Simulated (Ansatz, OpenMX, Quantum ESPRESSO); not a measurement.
**One calculation of Au, 3 ways**

```
Au
1.0
     2.89277    0.00000    0.00000
    -1.44639    2.50522    0.00000
     0.00000    0.00000   24.44776
Au
5
Direct
  0.66667 0.33333 0.30678
  0.33333 0.66667 0.40339
  0.00000 0.00000 0.50000
  0.66667 0.33333 0.59661
  0.33333 0.66667 0.69322
```

The cell was measured well above room temperature.

Alike in all runs: functional PBE; k mesh 11 × 11 × 1; occupations fermi-dirac, width 0.05 eV; no spin polarisation; no spin-orbit coupling.

```csv
program and potentials,plane-wave cutoff (eV),notes,largest force (eV/Å)
"Ansatz, Ansatz PAW",420,19 valence electrons an atom on average,0.384
"OpenMX, OpenMX 2013 PBE set, Au7.0-s3p2d2f1, grid cutoff 400 Ry",-,atomic basis; 17 valence electrons an atom on average,0.454
"Quantum ESPRESSO, PseudoDojo 0.4.1 SR PBE standard",1034,19 valence electrons an atom on average,0.366
```

Force on atom 5 (Au), eV/Å:

```json
{"program and potentials": "Ansatz, Ansatz PAW", "x": "0.000", "y": "0.000", "z": "0.384"}
{"program and potentials": "OpenMX, OpenMX 2013 PBE set, Au7.0-s3p2d2f1, grid cutoff 400 Ry", "x": "-0.001", "y": "-0.005", "z": "0.454"}
{"program and potentials": "Quantum ESPRESSO, PseudoDojo 0.4.1 SR PBE standard", "x": "0.000", "y": "0.000", "z": "0.366"}
```

Rows in atomic bases carry the error of their basis and grid, which can be large.

Differences between rows come from potentials, basis sets and numerical settings, since the functional is the same but for its coding. Runs on potential files found faulty are left out.
